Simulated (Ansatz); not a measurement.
Ge:
```xyz
2
Lattice="0.0000 2.8272 2.8272 2.8272 0.0000 2.8272 2.8272 2.8272 0.0000" Properties=species:S:1:pos:R:3 pbc="T T T"
Ge     4.2408     4.2408     4.2408
Ge     2.8272     2.8272     2.8272
```

r²SCAN+D4 (plane waves, PAW; program Ansatz) gives a gap of 0.46 eV without spin–orbit coupling, maximum at Γ, minimum at Γ.

### Question
What happens when spin–orbit coupling is switched on?

### Answer
The gap falls by 0.09 eV, to 0.37 eV; maximum at Γ, minimum at Γ.

### Question
How large is the spin–orbit splitting of the valence top at Γ?

### Answer
The fourfold level lies 0.29 eV above the split-off pair.

### Question
Give the electron effective mass with spin–orbit coupling.

### Answer
0.020 mₑ (isotropic).

### Question
Give the hole effective mass with spin–orbit coupling, band 1 of 2 at the edge.

### Answer
0.20 along [100], 0.36 along [110], 0.50 along [111] (mₑ).

### Question
Give the hole effective mass with spin–orbit coupling, band 2 of 2 at the edge.

### Answer
0.024 along [100], 0.023 along [110], 0.023 along [111] (mₑ).

Space group Fd-3m (diamond). Symmetry was held in the r²SCAN+D4 relaxation. The volume moved by -24 % from the start of the relaxation.

Potentials: the earlier of the program's two PAW sets.
